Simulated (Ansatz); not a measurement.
**What DFT gives for Sr3Y**

```yaml
crystal:
  lattice:
    - [8.15956, 0.00000, 0.00000]
    - [0.00000, 8.75968, 0.00000]
    - [0.00000, 0.00000, 5.57944]
  atoms:
    - { symbol: Y, position: [0.36700, 0.25000, 0.05900] }
    - { symbol: Y, position: [0.13300, 0.75000, 0.55900] }
    - { symbol: Y, position: [0.86700, 0.25000, 0.44100] }
    - { symbol: Y, position: [0.63300, 0.75000, 0.94100] }
    - { symbol: Sr, position: [0.52500, 0.25000, 0.58400] }
    - { symbol: Sr, position: [0.97500, 0.75000, 0.08400] }
    - { symbol: Sr, position: [0.02500, 0.25000, 0.91600] }
    - { symbol: Sr, position: [0.47500, 0.75000, 0.41600] }
    - { symbol: Sr, position: [0.16600, 0.06600, 0.37700] }
    - { symbol: Sr, position: [0.33400, 0.93400, 0.87700] }
    - { symbol: Sr, position: [0.66600, 0.43400, 0.12300] }
    - { symbol: Sr, position: [0.83400, 0.56600, 0.62300] }
    - { symbol: Sr, position: [0.83400, 0.93400, 0.62300] }
    - { symbol: Sr, position: [0.66600, 0.06600, 0.12300] }
    - { symbol: Sr, position: [0.33400, 0.56600, 0.87700] }
    - { symbol: Sr, position: [0.16600, 0.43400, 0.37700] }
```

Single point in Ansatz 0.2.0 with PBE, no spin polarisation. Cutoff 420 eV, PAW datasets, 4×4×6 Γ-centred k mesh, fermi-dirac filling (width 0.049 eV).

- Stress: The pressure is 25.8 GPa (compression positive), so with the atoms held at these fractions the cell would first expand; the forces are large, so a full relaxation may end otherwise. The principal stresses 24.8, 25.7, 26.8 GPa differ, so its shape would change too.
- Forces: The largest is on Sr9 (and as large on other atoms): 0.95 eV/Å, components (0.43, -0.71, 0.46). It makes 117° with the line to a nearest neighbour, Y1 at 2.90 Å.
- Formation energy: 1.74 eV an atom against the elements' usual phases (free molecules for gases, crystals otherwise, with no correction for O₂ or N₂), so at this geometry it isn't bound against them. Relaxing would lower it.
- At the Fermi level: It is a metal, with about 18 states/eV a cell as the mean within 0.25 eV of the Fermi level.
- Charges: Bader charges in e: Sr +0.18 to +0.37, Y -0.72. In the mean Sr gives up most and Y takes most.
- Contacts: Y–Sr at 2.90 Å: least valence density 0.18 e/Å³ and ELF 0.07 there. Sr–Sr at 3.22 Å: least valence density 0.14 e/Å³ and ELF 0.14 there. These are pseudo-fields; inside the PAW spheres they differ from the all-electron ones.

Origin: a known structure type with other elements, at an estimated volume, so it need not be a known compound. Caveats: many states at the Fermi level without spin polarisation, so a magnetic state may lie lower; atoms or cell far from equilibrium.
